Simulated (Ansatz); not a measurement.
NbIr₃:
```yaml
crystal:
  lattice:
    - [3.88144, 0.00000, 0.00000]
    - [0.00000, 3.88144, 0.00000]
    - [0.00000, 0.00000, 3.88144]
  atoms:
    - { symbol: Nb, position: [0.00000, 0.00000, 0.00000] }
    - { symbol: Ir, position: [0.00000, 0.50000, 0.50000] }
    - { symbol: Ir, position: [0.50000, 0.00000, 0.50000] }
    - { symbol: Ir, position: [0.50000, 0.50000, 0.00000] }
```

Relaxed with PBEsol.

### Question
Map the electron localisation function on the plane through (0.000, 0.000, 0.000) spanned by u = [1, 1, 0] and v = [1, 0, 1] in lattice vectors, from DFT-PBEsol in the program Ansatz with PAW potentials.

### Answer
x is the fraction of u, y of v (the angle between them is 60°; rows are the nearest grid lines); atoms in the plane: Nb at (0.00, 0.00), Ir at (0.50, 0.50), Ir at (0.00, 0.50), Ir at (0.50, 0.00).
```
y \ x   0.000  0.0741  0.185  0.259  0.370  0.444  0.556  0.630  0.741  0.815  0.926   1.00
------  -----  ------  -----  -----  -----  -----  -----  -----  -----  -----  -----  -----
1.00    0.089   0.693  0.246  0.353  0.630  0.581  0.581  0.630  0.353  0.246  0.693  0.089
0.926   0.693   0.693  0.442  0.223  0.352  0.634  0.629  0.634  0.338  0.223  0.722  0.693
0.852   0.582   0.722  0.360  0.191  0.341  0.279  0.561  0.487  0.285  0.348  0.195  0.582
0.778   0.221   0.195  0.190  0.289  0.341  0.376  0.266  0.260  0.354  0.357  0.339  0.221
0.704   0.373   0.339  0.298  0.367  0.352  0.279  0.338  0.326  0.338  0.271  0.352  0.373
0.630   0.630   0.352  0.368  0.301  0.630  0.634  0.346  0.279  0.279  0.346  0.634  0.630
0.556   0.581   0.634  0.307  0.307  0.634  0.581  0.673  0.346  0.338  0.346  0.629  0.581
0.444   0.581   0.629  0.346  0.338  0.346  0.673  0.581  0.634  0.307  0.307  0.634  0.581
0.370   0.630   0.634  0.346  0.279  0.279  0.346  0.634  0.630  0.301  0.368  0.352  0.630
0.296   0.373   0.352  0.271  0.338  0.326  0.338  0.279  0.352  0.367  0.298  0.339  0.373
0.222   0.221   0.339  0.357  0.354  0.260  0.266  0.376  0.341  0.289  0.190  0.195  0.221
0.148   0.582   0.195  0.348  0.285  0.487  0.561  0.279  0.341  0.191  0.360  0.722  0.582
0.0741  0.693   0.722  0.223  0.338  0.634  0.629  0.634  0.352  0.223  0.442  0.693  0.693
0.000   0.089   0.693  0.246  0.353  0.630  0.581  0.581  0.630  0.353  0.246  0.693  0.089
```

The density is the valence pseudo-density with augmentation charge, so density and ELF within about 1 Å of a nucleus are not all-electron values.

Space group Pm-3m (Cu3Au type). The workflow started from an entry of the Crystallography Open Database (COD). Whether it is the stable phase at ambient conditions was not checked. The PBEsol relaxation kept the symmetry of its start; whether a distortion lowers the energy is not shown. No spin polarisation was allowed. Spin–orbit coupling is left out wherever it is not named.

Potentials: the later of the program's two PAW sets.
